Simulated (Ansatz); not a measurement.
AlN with Fe replacing Al: a run for the field gradients

```yaml
crystal:
  lattice:
    - [9.339, 0.0, 0.0]
    - [-3.113, 5.391874164, 0.0]
    - [0.0, 0.0, 9.962]
  atoms:
    - { symbol: Fe, position: [0.1111111111, 0.3333333334, 0.0], spin: 5.0 }
    - { symbol: Al, position: [0.1111111111, 0.3333333334, 0.5] }
    - { symbol: Al, position: [0.1111111111, 0.8333333334, 0.0] }
    - { symbol: Al, position: [0.1111111111, 0.8333333334, 0.5] }
    - { symbol: Al, position: [0.4444444444, 0.3333333334, 0.0] }
    - { symbol: Al, position: [0.4444444444, 0.3333333334, 0.5] }
    - { symbol: Al, position: [0.4444444444, 0.8333333334, 0.0] }
    - { symbol: Al, position: [0.4444444444, 0.8333333334, 0.5] }
    - { symbol: Al, position: [0.7777777778, 0.3333333334, 0.0] }
    - { symbol: Al, position: [0.7777777778, 0.3333333334, 0.5] }
    - { symbol: Al, position: [0.7777777778, 0.8333333334, 0.0] }
    - { symbol: Al, position: [0.7777777778, 0.8333333334, 0.5] }
    - { symbol: Al, position: [0.2222222222, 0.1666666666, 0.25] }
    - { symbol: Al, position: [0.2222222222, 0.1666666666, 0.75] }
    - { symbol: Al, position: [0.2222222222, 0.6666666666, 0.25] }
    - { symbol: Al, position: [0.2222222222, 0.6666666666, 0.75] }
    - { symbol: Al, position: [0.5555555556, 0.1666666666, 0.25] }
    - { symbol: Al, position: [0.5555555556, 0.1666666666, 0.75] }
    - { symbol: Al, position: [0.5555555556, 0.6666666666, 0.25] }
    - { symbol: Al, position: [0.5555555556, 0.6666666666, 0.75] }
    - { symbol: Al, position: [0.8888888889, 0.1666666666, 0.25] }
    - { symbol: Al, position: [0.8888888889, 0.1666666666, 0.75] }
    - { symbol: Al, position: [0.8888888889, 0.6666666666, 0.25] }
    - { symbol: Al, position: [0.8888888889, 0.6666666666, 0.75] }
    - { symbol: "N", position: [0.1111111111, 0.3333333334, 0.19] }
    - { symbol: "N", position: [0.1111111111, 0.3333333334, 0.69] }
    - { symbol: "N", position: [0.1111111111, 0.8333333334, 0.19] }
    - { symbol: "N", position: [0.1111111111, 0.8333333334, 0.69] }
    - { symbol: "N", position: [0.4444444444, 0.3333333334, 0.19] }
    - { symbol: "N", position: [0.4444444444, 0.3333333334, 0.69] }
    - { symbol: "N", position: [0.4444444444, 0.8333333334, 0.19] }
    - { symbol: "N", position: [0.4444444444, 0.8333333334, 0.69] }
    - { symbol: "N", position: [0.7777777778, 0.3333333334, 0.19] }
    - { symbol: "N", position: [0.7777777778, 0.3333333334, 0.69] }
    - { symbol: "N", position: [0.7777777778, 0.8333333334, 0.19] }
    - { symbol: "N", position: [0.7777777778, 0.8333333334, 0.69] }
    - { symbol: "N", position: [0.2222222222, 0.1666666666, 0.44] }
    - { symbol: "N", position: [0.2222222222, 0.1666666666, 0.94] }
    - { symbol: "N", position: [0.2222222222, 0.6666666666, 0.44] }
    - { symbol: "N", position: [0.2222222222, 0.6666666666, 0.94] }
    - { symbol: "N", position: [0.5555555556, 0.1666666666, 0.44] }
    - { symbol: "N", position: [0.5555555556, 0.1666666666, 0.94] }
    - { symbol: "N", position: [0.5555555556, 0.6666666666, 0.44] }
    - { symbol: "N", position: [0.5555555556, 0.6666666666, 0.94] }
    - { symbol: "N", position: [0.8888888889, 0.1666666666, 0.44] }
    - { symbol: "N", position: [0.8888888889, 0.1666666666, 0.94] }
    - { symbol: "N", position: [0.8888888889, 0.6666666666, 0.44] }
    - { symbol: "N", position: [0.8888888889, 0.6666666666, 0.94] }
magnetization:
  spin_polarized: true
kpoints:
  mp_grid: { grid: [3, 4, 2] }
scf:
  occupations: { method: fermi_dirac, width: 0.01 }
  max_iter: 60
hamiltonian:
  xc: pbe
  pseudopotentials: { kind: paw }
output:
  forces: true
  stress: true
  populations: true
  efg:
    quadrupole_moments_barn: { Fe: 0.16, Al: 0.1466, "N": 0.02044 }
    contact_densities: true
basis:
  ecutwfc: "40 Ry/bohr"
```

The quadrupole moment typed for Fe is that of the 14.4 keV Mössbauer state of ⁵⁷Fe; the ground state has I = 1/2 and no quadrupole moment.

```sh
ansatz run input.yaml --threads 4 --pin off --max-ram 8192MiB --backend cpu --events-out ev --progress --plain --runs-dir out
```

**Question.** Does this calculation finish, and if not, why?

**Answer.** The input was rejected before any iteration. The input holds a cutoff in the wrong unit. The program says:

```
Error: YAML parse error: error: line 73 column 12: unknown unit factor `Ry/bohr`
  --> <input>:73:12
   |
71 |     contact_densities: true
72 | basis:
73 |   ecutwfc: "40 Ry/bohr"
   |            ^ unknown unit factor `Ry/bohr`
```

Against a sound input the change was `basis.ecutwfc`: not typed → 40 Ry/bohr; `scf.max_iter`: not typed → 60.

With the sound settings the run converges and gives V_zz (10²¹ V/m²) Fe 0.59 (η 0.06), Al2 0.19 (η 0.01), Al3 -0.27 (η 0.07), Al4 0.27 (η 0.04), Al5 -0.23 (η 0.77), Al6 0.26 (η 0.02), among others; a site carries the number of its first atom in the input. The defect repeats with the cell of 48 atoms, so it feels its images: sites between two images don't show the values beside a lone defect, and zeros or small values of η there can come from the images' arrangement. Al and N carry a gradient in the pure host already, so the values there aren't the defect's effect alone. The program didn't check the stability of this electronic state in full, so a lower one may lie near. With these PAW files V_zz is typically within 2 to 3 % of all-electron values, but misses above 10 % occur on Fe. The neighbours have not yet relaxed around the defect (largest force 1.4 eV/Å), so a real crystal will differ.
